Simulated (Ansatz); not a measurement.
Step by step: TlAgTe2, 30 steps of 3.0 fs from 300 K

Theory: DFT, LDA, all-electron LAPW, scalar-relativistic in Ansatz 0.2.0.

Command: `ansatz run input.yaml --threads 2 --pin off --max-ram 6144MiB --backend cpu --events-out ev --progress --plain --runs-dir out` The run took 13 min on 2 threads of AMD EPYC 9R45 96-Core Processor (Zen 5) (shared host), peak memory 1.5 GiB.

```yaml
crystal:
  lattice:
    - [-1.96, 1.96, 7.61]
    - [1.96, -1.96, 7.61]
    - [1.96, 1.96, -7.61]
  atoms:
    - { symbol: Tl, position: [0.0, 0.0, 0.0] }
    - { symbol: Ag, position: [0.75, 0.25, 0.5] }
    - { symbol: Te, position: [0.369, 0.369, 0.0] }
    - { symbol: Te, position: [0.631, 0.631, 0.0] }
kpoints:
  mp_grid: { grid: [5, 5, 7] }
scf:
  occupations: { method: fermi_dirac, width: 0.08 }
hamiltonian:
  xc: lda
  pseudopotentials: { kind: all_electron, lapw: { basis_error: 0.001 } }
output:
  forces: true
  stress: true
md:
  timestep: 3.0
  n_steps: 30
  ensemble: nve
  temperature: 300
  initial_velocities: maxwell_boltzmann
  seed: 848439
```

Spin–orbit coupling is left out, though it moves levels of the heavy atoms by tenths of an eV or more.

The cell comes from COD entry 1509558, which wasn't checked; take it as a given geometry.

Each frame lists Cartesian positions (Å) and forces (eV/Å). Free energies count from the first step, -1064466.2505 eV.

Step 0 (t = 0.0 fs): E = 0.0 meV, T = 300 K, conserved energy 0.0 meV

```
Tl    0.0000    0.0000    0.0000     0.000   0.000   0.000
Ag    0.0000    1.9600    3.8050    -0.003   0.003   0.000
Te    0.0000    0.0000    5.6162     0.006   0.003   0.160
Te    0.0000    0.0000    9.6038    -0.003  -0.006  -0.160
```

Step 1 (t = 3.0 fs): E = -0.4 meV, T = 301 K, conserved energy 0.0 meV

```
Tl    0.0011   -0.0015   -0.0002    -0.001   0.002   0.001
Ag    0.0038    1.9560    3.8067    -0.048   0.040  -0.016
Te    0.0033    0.0054    5.6185     0.001  -0.036   0.150
Te   -0.0082    0.0005    9.6004     0.047  -0.006  -0.135
```

Step 2 (t = 6.0 fs): E = +0.2 meV, T = 299 K, conserved energy 0.0 meV

```
Tl    0.0021   -0.0030   -0.0005    -0.001   0.005   0.002
Ag    0.0075    1.9519    3.8084    -0.090   0.076  -0.031
Te    0.0066    0.0107    5.6210    -0.004  -0.074   0.142
Te   -0.0164    0.0010    9.5969     0.096  -0.006  -0.113
```

Step 3 (t = 9.0 fs): E = +1.8 meV, T = 295 K, conserved energy 0.0 meV

```
Tl    0.0032   -0.0046   -0.0007    -0.002   0.007   0.003
Ag    0.0112    1.9480    3.8100    -0.130   0.111  -0.045
Te    0.0099    0.0160    5.6235    -0.009  -0.111   0.135
Te   -0.0246    0.0014    9.5934     0.141  -0.007  -0.094
```

Step 4 (t = 12.0 fs): E = +4.4 meV, T = 289 K, conserved energy 0.0 meV

```
Tl    0.0043   -0.0061   -0.0010    -0.003   0.010   0.004
Ag    0.0148    1.9441    3.8117    -0.167   0.145  -0.057
Te    0.0132    0.0213    5.6262    -0.014  -0.148   0.129
Te   -0.0326    0.0019    9.5898     0.185  -0.007  -0.076
```

Step 5 (t = 15.0 fs): E = +7.7 meV, T = 280 K, conserved energy 0.0 meV

```
Tl    0.0053   -0.0076   -0.0012    -0.004   0.013   0.005
Ag    0.0183    1.9404    3.8132    -0.202   0.178  -0.069
Te    0.0165    0.0264    5.6289    -0.019  -0.183   0.123
Te   -0.0405    0.0024    9.5861     0.225  -0.007  -0.060
```

Step 6 (t = 18.0 fs): E = +11.6 meV, T = 270 K, conserved energy 0.0 meV

```
Tl    0.0064   -0.0091   -0.0014    -0.005   0.016   0.006
Ag    0.0215    1.9368    3.8148    -0.234   0.210  -0.079
Te    0.0198    0.0314    5.6317    -0.023  -0.217   0.118
Te   -0.0483    0.0028    9.5824     0.262  -0.008  -0.045
```

Step 7 (t = 21.0 fs): E = +16.2 meV, T = 258 K, conserved energy 0.0 meV

```
Tl    0.0075   -0.0106   -0.0017    -0.007   0.019   0.007
Ag    0.0246    1.9334    3.8162    -0.263   0.239  -0.088
Te    0.0231    0.0362    5.6346    -0.028  -0.250   0.113
Te   -0.0559    0.0033    9.5786     0.297  -0.009  -0.032
```

Step 8 (t = 24.0 fs): E = +21.2 meV, T = 245 K, conserved energy +0.1 meV

```
Tl    0.0085   -0.0121   -0.0019    -0.008   0.022   0.007
Ag    0.0275    1.9301    3.8176    -0.289   0.267  -0.096
Te    0.0263    0.0409    5.6375    -0.032  -0.280   0.108
Te   -0.0633    0.0037    9.5748     0.329  -0.009  -0.020
```

Step 9 (t = 27.0 fs): E = +26.5 meV, T = 232 K, conserved energy +0.1 meV

```
Tl    0.0096   -0.0136   -0.0021    -0.009   0.025   0.008
Ag    0.0302    1.9271    3.8189    -0.312   0.293  -0.103
Te    0.0296    0.0454    5.6406    -0.036  -0.308   0.103
Te   -0.0704    0.0041    9.5711     0.358  -0.010  -0.008
```

Step 10 (t = 30.0 fs): E = +32.1 meV, T = 217 K, conserved energy +0.1 meV

```
Tl    0.0106   -0.0151   -0.0024    -0.010   0.028   0.009
Ag    0.0326    1.9243    3.8202    -0.333   0.317  -0.109
Te    0.0328    0.0497    5.6437    -0.041  -0.334   0.098
Te   -0.0773    0.0046    9.5673     0.384  -0.011   0.002
```

Step 11 (t = 33.0 fs): E = +37.7 meV, T = 203 K, conserved energy +0.1 meV

```
Tl    0.0117   -0.0165   -0.0026    -0.011   0.031   0.009
Ag    0.0347    1.9218    3.8213    -0.351   0.338  -0.114
Te    0.0360    0.0538    5.6469    -0.045  -0.358   0.092
Te   -0.0840    0.0050    9.5635     0.407  -0.012   0.012
```

Step 12 (t = 36.0 fs): E = +43.4 meV, T = 188 K, conserved energy +0.1 meV

```
Tl    0.0127   -0.0180   -0.0028    -0.013   0.034   0.009
Ag    0.0365    1.9195    3.8224    -0.367   0.357  -0.117
Te    0.0391    0.0576    5.6501    -0.048  -0.378   0.086
Te   -0.0903    0.0054    9.5597     0.428  -0.013   0.022
```

Step 13 (t = 39.0 fs): E = +48.9 meV, T = 174 K, conserved energy +0.1 meV

```
Tl    0.0138   -0.0194   -0.0030    -0.014   0.038   0.010
Ag    0.0381    1.9176    3.8233    -0.380   0.373  -0.120
Te    0.0422    0.0611    5.6534    -0.052  -0.397   0.078
Te   -0.0964    0.0058    9.5559     0.446  -0.014   0.032
```

Step 14 (t = 42.0 fs): E = +54.2 meV, T = 161 K, conserved energy +0.1 meV

```
Tl    0.0148   -0.0208   -0.0032    -0.015   0.041   0.010
Ag    0.0393    1.9159    3.8242    -0.390   0.387  -0.122
Te    0.0453    0.0644    5.6567    -0.056  -0.412   0.069
Te   -0.1022    0.0062    9.5522     0.461  -0.015   0.043
```

Step 15 (t = 45.0 fs): E = +59.2 meV, T = 148 K, conserved energy +0.1 meV

```
Tl    0.0158   -0.0222   -0.0034    -0.017   0.044   0.010
Ag    0.0403    1.9145    3.8249    -0.399   0.397  -0.123
Te    0.0483    0.0674    5.6601    -0.059  -0.425   0.059
Te   -0.1077    0.0066    9.5485     0.475  -0.017   0.053
```

Step 16 (t = 48.0 fs): E = +63.9 meV, T = 135 K, conserved energy +0.1 meV

```
Tl    0.0168   -0.0236   -0.0036    -0.018   0.048   0.010
Ag    0.0409    1.9135    3.8256    -0.405   0.405  -0.123
Te    0.0513    0.0701    5.6636    -0.062  -0.435   0.048
Te   -0.1128    0.0070    9.5448     0.486  -0.018   0.065
```

Step 17 (t = 51.0 fs): E = +68.2 meV, T = 124 K, conserved energy +0.1 meV

```
Tl    0.0178   -0.0250   -0.0038    -0.019   0.051   0.010
Ag    0.0411    1.9128    3.8262    -0.409   0.411  -0.121
Te    0.0543    0.0725    5.6670    -0.066  -0.442   0.035
Te   -0.1176    0.0074    9.5412     0.494  -0.019   0.076
```

Step 18 (t = 54.0 fs): E = +72.0 meV, T = 114 K, conserved energy +0.1 meV

```
Tl    0.0188   -0.0263   -0.0040    -0.021   0.054   0.010
Ag    0.0411    1.9124    3.8266    -0.411   0.413  -0.119
Te    0.0572    0.0747    5.6705    -0.069  -0.446   0.020
Te   -0.1221    0.0077    9.5376     0.501  -0.021   0.089
```

Step 19 (t = 57.0 fs): E = +75.4 meV, T = 106 K, conserved energy +0.1 meV

```
Tl    0.0198   -0.0276   -0.0042    -0.022   0.058   0.010
Ag    0.0407    1.9123    3.8270    -0.412   0.413  -0.117
Te    0.0601    0.0765    5.6740    -0.072  -0.448   0.004
Te   -0.1263    0.0080    9.5341     0.505  -0.023   0.102
```

Step 20 (t = 60.0 fs): E = +78.4 meV, T = 98 K, conserved energy +0.1 meV

```
Tl    0.0208   -0.0289   -0.0044    -0.023   0.061   0.010
Ag    0.0400    1.9126    3.8273    -0.410   0.411  -0.113
Te    0.0629    0.0780    5.6776    -0.075  -0.447  -0.013
Te   -0.1300    0.0084    9.5306     0.508  -0.024   0.116
```

Step 21 (t = 63.0 fs): E = +80.8 meV, T = 92 K, conserved energy +0.1 meV

```
Tl    0.0218   -0.0302   -0.0046    -0.024   0.064   0.009
Ag    0.0390    1.9132    3.8274    -0.407   0.406  -0.109
Te    0.0656    0.0792    5.6811    -0.078  -0.444  -0.032
Te   -0.1335    0.0087    9.5273     0.509  -0.026   0.131
```

Step 22 (t = 66.0 fs):

```
Tl    0.0228   -0.0314   -0.0047
Ag    0.0376    1.9142    3.8275
Te    0.0684    0.0801    5.6845
Te   -0.1366    0.0090    9.5240
```

Step 23 (t = 69.0 fs): E = +84.4 meV, T = 83 K, conserved energy +0.1 meV

```
Tl    0.0237   -0.0326   -0.0049    -0.026   0.070   0.009
Ag    0.0359    1.9154    3.8276    -0.397   0.390  -0.098
Te    0.0710    0.0807    5.6880    -0.083  -0.431  -0.074
Te   -0.1394    0.0092    9.5208     0.506  -0.030   0.163
```

Step 24 (t = 72.0 fs): E = +85.5 meV, T = 80 K, conserved energy +0.1 meV

```
Tl    0.0246   -0.0338   -0.0051    -0.027   0.073   0.008
Ag    0.0339    1.9170    3.8275    -0.389   0.380  -0.092
Te    0.0736    0.0810    5.6914    -0.086  -0.421  -0.096
Te   -0.1418    0.0095    9.5177     0.503  -0.031   0.180
```

Step 25 (t = 75.0 fs): E = +86.1 meV, T = 78 K, conserved energy +0.1 meV

```
Tl    0.0256   -0.0349   -0.0052    -0.028   0.076   0.008
Ag    0.0316    1.9189    3.8274    -0.381   0.367  -0.086
Te    0.0762    0.0810    5.6947    -0.089  -0.410  -0.119
Te   -0.1438    0.0097    9.5148     0.498  -0.033   0.198
```

Step 26 (t = 78.0 fs): E = +86.5 meV, T = 77 K, conserved energy +0.1 meV

```
Tl    0.0265   -0.0361   -0.0054    -0.029   0.079   0.007
Ag    0.0290    1.9211    3.8271    -0.371   0.353  -0.080
Te    0.0786    0.0808    5.6979    -0.092  -0.397  -0.143
Te   -0.1456    0.0099    9.5120     0.492  -0.035   0.216
```

Step 27 (t = 81.0 fs): E = +86.4 meV, T = 77 K, conserved energy +0.1 meV

```
Tl    0.0274   -0.0371   -0.0055    -0.029   0.081   0.007
Ag    0.0260    1.9235    3.8269    -0.360   0.338  -0.074
Te    0.0811    0.0802    5.7011    -0.095  -0.383  -0.167
Te   -0.1469    0.0101    9.5093     0.485  -0.037   0.234
```

Step 28 (t = 84.0 fs): E = +86.1 meV, T = 78 K, conserved energy +0.1 meV

```
Tl    0.0283   -0.0382   -0.0057    -0.030   0.084   0.006
Ag    0.0228    1.9263    3.8265    -0.349   0.322  -0.067
Te    0.0834    0.0795    5.7041    -0.098  -0.367  -0.191
Te   -0.1480    0.0102    9.5068     0.477  -0.038   0.252
```

Step 29 (t = 87.0 fs): E = +85.4 meV, T = 80 K, conserved energy +0.1 meV

```
Tl    0.0292   -0.0392   -0.0058    -0.030   0.086   0.006
Ag    0.0193    1.9292    3.8262    -0.336   0.305  -0.061
Te    0.0857    0.0784    5.7070    -0.101  -0.351  -0.215
Te   -0.1487    0.0104    9.5045     0.467  -0.040   0.271
```

Step 30 (t = 90.0 fs): E = +84.5 meV, T = 82 K, conserved energy +0.1 meV

```
Tl    0.0300   -0.0402   -0.0060    -0.030   0.088   0.005
Ag    0.0155    1.9325    3.8257    -0.323   0.287  -0.056
Te    0.0879    0.0772    5.7098    -0.104  -0.334  -0.239
Te   -0.1492    0.0105    9.5023     0.457  -0.041   0.289
```

Question: Give the energy and forces of step 22.

Answer: E = +82.8 meV, T = 87 K, conserved energy +0.1 meV
```
Tl    0.0228   -0.0314   -0.0047    -0.025   0.067   0.009
Ag    0.0376    1.9142    3.8275    -0.403   0.399  -0.104
Te    0.0684    0.0801    5.6845    -0.081  -0.439  -0.052
Te   -0.1366    0.0090    9.5240     0.509  -0.028   0.147
```

Question: What is the mean temperature over the last 16 frames?

Answer: 96 K; so short a run of so small a cell isn't equilibrated.
